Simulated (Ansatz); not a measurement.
Data:

ZrRh (space group Pnma)

```
ZrRh
1.0
    6.05513     0.00000     0.00000
    0.00000     4.43946     0.00000
    0.00000     0.00000     5.25186
Zr Rh
4 4
Direct
  0.82494   0.75000   0.85909
  0.17506   0.25000   0.14091
  0.67506   0.25000   0.35909
  0.32494   0.75000   0.64091
  0.45309   0.75000   0.16832
  0.54691   0.25000   0.83168
  0.04691   0.25000   0.66832
  0.95309   0.75000   0.33168
```

This relaxed cell (volume V₀) is scaled evenly in all directions, its shape held. The atoms relax within the cell's symmetry.

The numbers are results of PBEsol (plane waves to 420 eV, PAW, scalar-relativistic; Ansatz, an electronic-structure program), not measurements. k mesh 8×11×9 (Γ-centred), Fermi-Dirac smearing 0.05 eV. E stands for the smeared free energy. Compression counts positive. With the shape held, the modulus is that of even scaling; a crystal free to change shape is softer. ZrRh is run without spin polarisation. ZrRh was relaxed with its symmetry unable to fall. The zero of ΔE is the relaxed starting cell.

The scan covers V/V₀ from 0.840 to 1.160 in 13 points.

Task: What is the fitted pressure derivative B₀′?

Result: 4.4.

Task: What bulk modulus at fixed cell shape B₀ follows from a third-order Birch-Murnaghan fit?

Result: 174 GPa.

(A scan under strain: stresses follow from slopes of the energy per volume, elastic moduli from its curvatures.)
